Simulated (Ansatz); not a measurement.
Values for one crystal, relaxed and computed with the program Ansatz at the LDA level (PAW); other levels are named.

Volume per atom: 17.15 Å³
Band gap: 0.83 eV (indirect)
Poisson's ratio: 0.19
Valence-band maximum: at Γ
Hill bulk and shear moduli: 61.9 and 48.0 GPa
Elastic constants (relaxed ions, GPa): C11 = 263, C12 = 56.3, C13 = 10.5, C33 = 51.4, C44 = 20.4
Young's modulus: 114 GPa

Q: Which compound is it?
A) WS2, P6_3/mmc (W on 2c, S on 4f)
B) GaAs, zinc blende
C) AlAs, zinc blende
D) WSe2, P6_3/mmc (W on 2c, Se on 4f)

A: A, WS2, P6_3/mmc (W on 2c, S on 4f)

Symmetry was held in the LDA relaxation; phonons on a q-mesh show no instability. No spin polarisation was allowed. A crystal of weakly bound layers computed without a dispersion correction: the cell and the soft elastic constants depend strongly on that. Scalar-relativistic: spin–orbit coupling is off unless named, which matters more the heavier the elements.

Potentials: the later of the program's two PAW sets.
